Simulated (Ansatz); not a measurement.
SiO₂: holes, doping and thermopower

Plane-wave DFT in Ansatz, LDA, scalar-relativistic PAW potentials, cutoff 420 eV, no spin-orbit coupling; no spin polarisation. SiO₂ in space group P4_32_12, which needn't be the usual phase of this composition. Boltzmann transport at 300 K in rigid bands with one relaxation time, bands interpolated from the k mesh 6×6×4; values are means over x, y, z.

| holes (cm⁻³) | size of S (μV/K) | σ/τ (Ω⁻¹ m⁻¹ s⁻¹) |
| --- | --- | --- |
| 10^18 | 601.1 | 1.15e+16 |
| 10^19 | ? | 1.14e+17 |
| 10^20 | 220.9 | 1.09e+18 |
| 10^21 | 117.7 | 8.4e+18 |

Take the lowest doping as non-degenerate: get the effective density of states and the masses, and predict the missing S.

For parabolic bands and one τ, |S| = (k_B/e)(5/2 − η) with k_B/e = 86.17 μV/K and n = N e^η. The first row gives η = -4.48, N = 8.79×10¹⁹ cm⁻³ and, from N = 2.509×10¹⁹ cm⁻³ × m_d^(3/2), a density-of-states mass of 2.31 mₑ (all valleys and bands together). σ/τ = ne²/m_c gives a conductivity mass of 2.45 mₑ, close to m_d, as for one nearly isotropic valley. A decade of doping costs (k_B/e) ln 10 = 198.4 μV/K, which predicts 403 μV/K; the run gave 404.3. There η is about -2.2, where Fermi statistics begin to count, but their first corrections to η and to the mean carrier energy nearly cancel, so the rule still holds. At 10^21 cm⁻³ the rule would give 6 μV/K against 117.7: the gas is degenerate there. Scattering that depends on energy changes the 5/2, and whether such doping can be reached wasn't computed.

Cost: about 6.9 core-minutes for the runs cited, on Intel Xeon 6975P-C (Granite Rapids) (shared hosts).